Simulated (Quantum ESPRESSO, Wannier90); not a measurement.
**Wannierisation of CsCaH3 (cubic perovskite)**

Structure: Materials Project mp-644203, symmetrised, not relaxed again. Not found in the COD (Crystallography Open Database) copy used; not checked further. Method: PBEsol plane waves in Quantum ESPRESSO 7.5 (PseudoDojo norm-conserving files, 58 Ry, no spin polarisation, no spin-orbit coupling), Bloch states on a 8×8×8 mesh through Γ, Wannier90 4.0.1. Density: 8×8×8 mesh, cold smearing 0.01 Ry. Spin-orbit coupling is left out although heavy elements are present.

On the energy scale of pw.x, whose zero is arbitrary, the valence-band maximum lies at 2.95 eV.

Input w.win:

```
num_bands = 3
num_wann = 3
exclude_bands = 1-8,12-26
num_iter = 1000
conv_tol = 1.0e-4
conv_window = 4
write_hr = true
write_u_matrices = true
begin projections
f=-0.2399,0.0189,-0.1068:s
f=0.3151,0.1723,-0.0710:s
f=-0.0794,0.4237,0.3902:s
end projections
begin unit_cell_cart
ang
    4.6211900000    0.0000000000    0.0000000000
    0.0000000000    4.6211900000    0.0000000000
    0.0000000000    0.0000000000    4.6211900000
end unit_cell_cart
begin atoms_frac
Cs   0.0000000000  0.0000000000  0.0000000000
Ca   0.5000000000  0.5000000000  0.5000000000
H    0.5000000000  0.0000000000  0.5000000000
H    0.0000000000  0.5000000000  0.5000000000
H    0.5000000000  0.5000000000  0.0000000000
end atoms_frac
mp_grid = 8 8 8
begin kpoints
0.0000000000 0.0000000000 0.0000000000
0.0000000000 0.0000000000 0.1250000000
0.0000000000 0.0000000000 0.2500000000
... (509 more lines: the 8x8x8 mesh through Gamma)
end kpoints
```

Input of pw2wannier90.x that gives the overlap and projection files (equivalent; here they were cut from one run over all bands):

```
&inputpp
  outdir = './out'
  prefix = 'pwscf'
  seedname = 'w'
  write_amn = .true.
  write_mmn = .true.
/
```

Output w.wout (banner and timings cut):

```
                                    ------
                                    SYSTEM
                                    ------

                              Lattice Vectors (Ang)
                    a_1     4.621190   0.000000   0.000000
                    a_2     0.000000   4.621190   0.000000
                    a_3     0.000000   0.000000   4.621190

                   Unit Cell Volume:      98.68735  (Ang^3)

                        Reciprocal-Space Vectors (Ang^-1)
                    b_1     1.359647   0.000000   0.000000
                    b_2     0.000000   1.359647   0.000000
                    b_3     0.000000   0.000000   1.359647

 *----------------------------------------------------------------------------*
 |   Site       Fractional Coordinate          Cartesian Coordinate (Ang)     |
 +----------------------------------------------------------------------------+
 | cs   1   0.00000   0.00000   0.00000   |    0.00000   0.00000   0.00000    |
 | ca   1   0.50000   0.50000   0.50000   |    2.31060   2.31060   2.31060    |
 | h    1   0.50000   0.00000   0.50000   |    2.31060   0.00000   2.31060    |
 | h    2   0.00000   0.50000   0.50000   |    0.00000   2.31060   2.31060    |
 | h    3   0.50000   0.50000   0.00000   |    2.31060   2.31060   0.00000    |
 *----------------------------------------------------------------------------*
                                ------------
                                K-POINT GRID
                                ------------

             Grid size =  8 x  8 x  8      Total points =  512

 *---------------------------------- MAIN ------------------------------------*
 |  Number of Wannier Functions               :                 3             |
 |  Number of Objective Wannier Functions     :                 3             |
 |  Number of input Bloch states              :                 3             |
 |  Output verbosity (1=low, 5=high)          :                 1             |
 |  Timing Level (1=low, 5=high)              :                 1             |
 |  Optimisation (0=memory, 3=speed)          :                 3             |
 |  Length Unit                               :               Ang             |
 |  Post-processing setup (write *.nnkp)      :                 F             |
 |  Using Gamma-only branch of algorithms     :                 F             |
 *----------------------------------------------------------------------------*
 *------------------------------- WANNIERISE ---------------------------------*
 |  Total number of iterations                :              1000             |
 |  Number of CG steps before reset           :                 5             |
 |  Trial step length for line search         :             2.000             |
 |  Convergence tolerence                     :         0.100E-03             |
 |  Convergence window                        :                 4             |
 |  Iterations between writing output         :                 1             |
 |  Iterations between backing up to disk     :               100             |
 |  Write r^2_nm to file                      :                 F             |
 |  Write xyz WF centres to file              :                 F             |
 |  Write on-site energies <0n|H|0n> to file  :                 F             |
 |  Use guiding centre to control phases      :                 F             |
 |  Use phases for initial projections        :                 F             |
 *----------------------------------------------------------------------------*
 *-------------------------------- PLOTTING ----------------------------------*
 |  Plotting Hamiltonian in WF basis          :                 T             |
 *----------------------------------------------------------------------------*

 *---------------------------------- K-MESH ----------------------------------*
 +----------------------------------------------------------------------------+
 |                    Distance to Nearest-Neighbour Shells                    |
 |                    ------------------------------------                    |
 |          Shell             Distance (Ang^-1)          Multiplicity         |
 |          -----             -----------------          ------------         |
 |             1                   0.169956                      6            |
 |             2                   0.240354                     12            |
 |             3                   0.294372                      8            |
 |             4                   0.339912                      6            |
 |             5                   0.380033                     24            |
 |             6                   0.416305                     24            |
 |             7                   0.480708                     12            |
 |             8                   0.509867                     30            |
       ... (lines left out)
 +----------------------------------------------------------------------------+
 | The b-vectors are chosen automatically                                     |
 | The following shells are used:                       1                     |
 +----------------------------------------------------------------------------+
 |                        Shell   # Nearest-Neighbours                        |
 |                        -----   --------------------                        |
 |                          1               6                                 |
 +----------------------------------------------------------------------------+
 | Completeness relation is fully satisfied [Eq. (B1), PRB 56, 12847 (1997)]  |
 +----------------------------------------------------------------------------+
 |                  b_k Vectors (Ang^-1) and Weights (Ang^2)                  |
 |                  ----------------------------------------                  |
 |            No.         b_k(x)      b_k(y)      b_k(z)        w_b           |
 |            ---        --------------------------------     --------        |
 |             1         0.000000    0.000000    0.169956    17.310033        |
 |             2         0.000000    0.169956    0.000000    17.310033        |
 |             3         0.169956    0.000000    0.000000    17.310033        |
 |             4         0.000000    0.000000   -0.169956    17.310033        |
 |             5         0.000000   -0.169956    0.000000    17.310033        |
 |             6        -0.169956    0.000000    0.000000    17.310033        |
 +----------------------------------------------------------------------------+
 |                           b_k Directions (Ang^-1)                          |
 |                           -----------------------                          |
 |            No.           x           y           z                         |
 |            ---        --------------------------------                     |
 |             1         0.000000    0.000000    0.169956                     |
 |             2         0.000000    0.169956    0.000000                     |
 |             3         0.169956    0.000000    0.000000                     |
 +----------------------------------------------------------------------------+

 Starting a new Wannier90 calculation ...

 Reading overlaps from w.mmn

 Reading projections from w.amn

 *------------------------------- WANNIERISE ---------------------------------*
 +--------------------------------------------------------------------+<-- CONV
 | Iter  Delta Spread     RMS Gradient      Spread (Ang^2)            |<-- CONV
 +--------------------------------------------------------------------+<-- CONV

 ------------------------------------------------------------------------------
 Initial State
  WF centre and spread    1  ( -2.186720,  0.100914, -2.206958 )    17.10954929
  WF centre and spread    2  (  2.195823,  2.211769, -0.084271 )     5.81532953
  WF centre and spread    3  ( -0.010727,  2.305295,  2.291069 )     2.41326162
  Sum of centres and spreads ( -0.001624,  4.617978, -0.000160 )    25.33814044

      0     0.253E+02     0.0000000000       25.3381404359  <-- CONV
        O_D=     13.6563155 O_OD=      5.1896702 O_TOT=     25.3381404 <-- SPRD
 ------------------------------------------------------------------------------
      1    -0.885E+01     3.8559392180       16.4924202885  <-- CONV
        O_D=      6.5408999 O_OD=      3.4593658 O_TOT=     16.4924203 <-- SPRD
      2    -0.524E+01     2.0086298305       11.2489048476  <-- CONV
        O_D=      2.7583454 O_OD=      1.9984047 O_TOT=     11.2489048 <-- SPRD
      3    -0.257E+01     1.7315800071        8.6742374058  <-- CONV
        O_D=      0.9716404 O_OD=      1.2104424 O_TOT=      8.6742374 <-- SPRD
      4    -0.114E+01     1.2114259228        7.5340771929  <-- CONV
        O_D=      0.2961191 O_OD=      0.7458034 O_TOT=      7.5340772 <-- SPRD
      5    -0.372E+00     0.7192366776        7.1616871912  <-- CONV
        O_D=      0.1702530 O_OD=      0.4992795 O_TOT=      7.1616872 <-- SPRD
       ... (lines left out)
     24    -0.575E-04     0.0072196287        6.5099755929  <-- CONV
        O_D=      0.0000316 O_OD=      0.0177893 O_TOT=      6.5099756 <-- SPRD
     25    -0.282E-04     0.0075083936        6.5099474275  <-- CONV
        O_D=      0.0000148 O_OD=      0.0177780 O_TOT=      6.5099474 <-- SPRD
     26    -0.126E-04     0.0036547075        6.5099348606  <-- CONV
        O_D=      0.0000059 O_OD=      0.0177743 O_TOT=      6.5099349 <-- SPRD
             <<<     Delta < 1.000E-04  over  4 iterations     >>>
             <<< Wannierisation convergence criteria satisfied >>>
 Final State
  WF centre and spread    1  ( -2.310597,  0.000033, -2.310593 )     2.17007753
  WF centre and spread    2  (  2.310584,  2.310560,  0.000008 )     2.16992883
  WF centre and spread    3  (  0.000011,  2.310591,  2.310584 )     2.16992850
  Sum of centres and spreads ( -0.000002,  4.621184, -0.000001 )     6.50993486

         Spreads (Ang^2)       Omega I      =     6.492154670
        ================       Omega D      =     0.000005912
                               Omega OD     =     0.017774279
    Final Spread (Ang^2)       Omega Total  =     6.509934861
```
